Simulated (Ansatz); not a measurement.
LuZrO$_{3}$: relaxation (Ansatz)

The command:

```bash
ansatz run input.yaml --threads 2 --pin off --max-ram 2560MiB --backend cpu --events-out ev --progress --plain --runs-dir out
```

Input:

```yaml
crystal:
  lattice:
    - [3.97022, 0.0, 0.0]
    - [0.0, 3.97022, 0.0]
    - [0.0, 0.0, 3.97022]
  atoms:
    - { symbol: Zr, position: [0.5, 0.5, 0.5] }
    - { symbol: Lu, position: [0.0, 0.0, 0.0] }
    - { symbol: O, position: [0.5, 0.0, 0.0] }
    - { symbol: O, position: [0.0, 0.5, 0.0] }
    - { symbol: O, position: [0.0, 0.0, 0.5] }
  symmetry: { tolerance: 0.0003 }
kpoints:
  mp_grid: { grid: [9, 9, 9], shift: [0, 0, 0] }
magnetization:
  spin_polarized: false
scf:
  occupations: { method: fermi_dirac }
  lower_state_search: "off"
hamiltonian:
  pseudopotentials: { kind: paw }
  xc: r2scan
basis:
  ecutwfc: 500
  fft_grid_basis: typed
relax:
  max_steps: 80
  cell: { p_target: 0.0 }
  f_tol: 0.03
output:
  forces: true
  stress: true
  eigenvalues: true
  bader: true
  populations: true
  elf: true
  write_potential: true
  volumetric_format: npy
  dos:
    e_range: [-12, 8]
    de: 0.05
    projected: { site_lists: { Lu: [Lu], O: [O], Zr: [Zr] } }
checkpoint:
  read: saved_state
```

Origin of the cell: a known structure type with other elements, at an estimated volume, so it need not be a known compound.

The smearing width isn't typed, so it takes its default of 0.1 eV.

The saved state is a converged single point of the same cell.

Steps («new basis» is an SCF on plane waves selected anew at the same cell):

```tsv
step	ΔF (meV/atom)	max force component (eV/Å)	P (GPa)	volume (Å³)	SCF iterations	step was
1	0.0	0.000	24.91	62.58	7	accepted
2	-110.9	0.000	-2.59	71.96	10	accepted
3	-112.9	0.000	-0.48	70.96	8	accepted
4	-113.0	0.000	0.01	70.73	6	accepted
5	-114.0	0.000	0.04	70.73	8	new basis
```

Before:

Space group Pm-3m (No. 221); the run's cell has a = 3.970 Å, b = 3.970 Å, c = 3.970 Å, α = 90.00°, β = 90.00°, γ = 90.00°. Shortest distances: Lu–O 1.99 Å, O–Zr 2.81 Å, O–O 2.81 Å, Lu–Zr 3.44 Å.

After:

Space group Pm-3m (No. 221); the run's cell has a = 4.136 Å, b = 4.136 Å, c = 4.136 Å, α = 90.00°, β = 90.00°, γ = 90.00°. Shortest distances: Lu–O 2.07 Å, O–Zr 2.92 Å, O–O 2.92 Å, Lu–Zr 3.58 Å.

```
CELL_PARAMETERS angstrom
4.13565 0.00000 0.00000
0.00000 4.13565 0.00000
0.00000 0.00000 4.13565
ATOMIC_POSITIONS crystal
Zr 0.50000 0.50000 0.50000
Lu 0.00000 0.00000 0.00000
O 0.50000 0.00000 0.00000
O 0.00000 0.50000 0.00000
O 0.00000 0.00000 0.50000
```

```
Free energy lowered by                                                                 : 114.0 meV/atom
Volume change                                                                          : 13.03 %
Final pressure                                                                         : 0.04 GPa
Relaxation steps listed                                                                : 5
Formation energy (elements under the same functional, gases as molecules, uncorrected) : -2.235 eV/atom
```

Caveats: no moments, though an odd count or open d shells may carry them; no spin-orbit coupling, though heavy elements are present; the relaxation held the start's symmetry, so the end may be a saddle point.

The run took 45 s on 2 threads of Arm Neoverse V2, on a shared host, peak memory 0.58 GiB, from a saved density.
